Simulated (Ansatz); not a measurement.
Data:

ZnGeP2:
```yaml
crystal:
  lattice:
    - [-2.71198, 2.71198, 5.35491]
    - [2.71198, -2.71198, 5.35491]
    - [2.71198, 2.71198, -5.35491]
  atoms:
    - { symbol: Zn, position: [0.75000, 0.25000, 0.50000] }
    - { symbol: Zn, position: [0.00000, 0.00000, 0.00000] }
    - { symbol: Ge, position: [0.25000, 0.75000, 0.50000] }
    - { symbol: Ge, position: [0.50000, 0.50000, 0.00000] }
    - { symbol: P, position: [0.12666, 0.12500, 0.50166] }
    - { symbol: P, position: [0.62334, 0.62500, 0.49834] }
    - { symbol: P, position: [0.37500, 0.87334, 0.99834] }
    - { symbol: P, position: [0.87500, 0.37666, 0.00166] }
```

This is the PBEsol-relaxed structure. Cartesian axes are those of the cell as given.

Question: All from DFT-PBEsol in the program Ansatz with PAW potentials, unless another level is named. Give the bulk modulus (Birch–Murnaghan fit).

Answer: 83.2 GPa.

Question: Next, the elastic constants (relaxed ions, GPa)?

Answer: C11 = 131, C12 = 59.1, C13 = 60.2, C33 = 130, C44 = 66.1, C66 = 65.6.

Question: Next, the piezoelectric stress constants (proper, relaxed ions, C/m²)?

Answer: e14 = e25 = 0.04, e36 = 0.08.

Space group I-42d (chalcopyrite). The cell was relaxed with PBEsol under the symmetry of its start.

Potentials: the later of the program's two PAW sets.
